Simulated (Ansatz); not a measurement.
Co2Li3Nb3O12:
```cif
data_Co2Li3Nb3O12
_chemical_formula_sum 'Co2 Li3 Nb3 O12'
_space_group_name_H-M_alt 'P 1'
_space_group_IT_number 1
_cell_length_a 5.04335
_cell_length_b 9.02346
_cell_length_c 5.47836
_cell_angle_alpha 71.117
_cell_angle_beta 62.814
_cell_angle_gamma 74.238
loop_
_space_group_symop_operation_xyz
  'x, y, z'
loop_
_atom_site_label
_atom_site_type_symbol
_atom_site_fract_x
_atom_site_fract_y
_atom_site_fract_z
_atom_site_occupancy
Co1 Co 0.80384 0.40271 0.97162 1
Co2 Co 0.49101 0.50078 0.50450 1
Li1 Li 0.33415 0.87944 0.45295 1
Li2 Li 0.56663 0.15272 0.70423 1
Li3 Li 0.06344 0.63491 0.20012 1
Nb1 Nb 0.24413 0.24263 0.25925 1
Nb2 Nb 0.73455 0.75051 0.73903 1
Nb3 Nb 0.99923 0.98900 0.00008 1
O1 O 0.48101 0.30388 0.38213 1
O2 O 0.99072 0.80685 0.87568 1
O3 O 0.95431 0.42867 0.24215 1
O4 O 0.46511 0.93958 0.75531 1
O5 O 0.57767 0.05217 0.13922 1
O6 O 0.08749 0.53807 0.66373 1
O7 O 0.01523 0.11243 0.58444 1
O8 O 0.52765 0.61267 0.07959 1
O9 O 0.56775 0.36375 0.84032 1
O10 O 0.04402 0.86124 0.32626 1
O11 O 0.09770 0.18980 0.99380 1
O12 O 0.62237 0.68217 0.50558 1
```
Starting moments (μB, in the order of the atoms Co Co Li Li Li Nb Nb Nb O O O O O O O O O O O O): 2.8 -2.9 0.0 0.0 0.0 0.0 0.0 0.0 0.1 0.1 0.1 0.1 0.1 -0.2 0.1 0.1 0.1 0.1 0.1 -0.2.

Relaxed with r²SCAN.

Tabulate the valence density and the electron localisation function along the shortest Co–O contact (1.79 Å), DFT-r²SCAN in the program Ansatz with PAW potentials.



| distance from Co (Å) | density (e/Å³) | ELF |
|---|---|---|
| 0.18 | 40.90 | 0.97 |
| 0.27 | 27.78 | 0.95 |
| 0.36 | 16.92 | 0.88 |
| 0.45 | 9.61 | 0.73 |
| 0.54 | 5.31 | 0.53 |
| 0.63 | 2.98 | 0.33 |
| 0.72 | 1.78 | 0.21 |
| 0.81 | 1.21 | 0.17 |
| 0.90 | 1.03 | 0.22 |
| 0.99 | 1.11 | 0.41 |
| 1.08 | 1.41 | 0.67 |
| 1.16 | 1.94 | 0.79 |
| 1.25 | 2.78 | 0.81 |
| 1.34 | 3.88 | 0.77 |
| 1.43 | 5.08 | 0.69 |
| 1.52 | 6.16 | 0.56 |
| 1.61 | 6.97 | 0.39 |

The density is the valence pseudo-density with augmentation charge, so density and ELF within about 1 Å of a nucleus are not all-electron values.

Space group P1. The start of the workflow was typed in or built on a structure type; neither database checked (COD, Materials Project) lists it. Its standing as an ambient phase is unchecked. Symmetry was held in the r²SCAN relaxation, as lowered by the spin order; its stability against distortions is not shown here. Magnetic state: antiferromagnetic, chosen from 3 collinear starts compared on coarse meshes (ties went to the first, and starts can fall back to one state), not a proven ground state. Other orbital occupations within this spin state were not tried. No Hubbard U is applied.

Potentials: the later of the program's two PAW sets.
